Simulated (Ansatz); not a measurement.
## Ba (Cmmm), axial (c/a) deformation path

The calculation used DFT r2SCAN, scalar-relativistic, plane waves, PAW in Ansatz. Cutoff 500 eV, Γ-centred 16×16×10 k-points, Gaussian smearing of 0.15 eV. No spin polarisation. Energies are free energies at this smearing, counted from the undisturbed cell; pressure is positive in compression.

The undisturbed cell (as given, not relaxed at this level; it stands at 0.6 GPa; this form isn't the usual structure):

```
Ba
1.0
     1.95500   -3.65000    0.00000
     1.95500    3.65000    0.00000
     0.00000    0.00000    5.70000
Ba
1
Cartesian
  0.0000 0.0000 0.0000
```

At fixed volume and fractional coordinates, lengths along (0.000, 0.000, 1.000) are scaled against those across it; ρ is that ratio over its starting value. The cell is metallic on the mesh throughout.

```csv
ρ,ΔE (meV/atom)
0.850,-207.3
0.920,-114.7
1.000,0.0
1.100,153.3
1.200,312.8
```

Task: Predict the pressure (GPa) at each point.

Result:
```
    ρ  pressure (GPa)
0.850            -0.4
0.920             0.1
1.000             0.6
1.100             1.2
1.200             1.7
```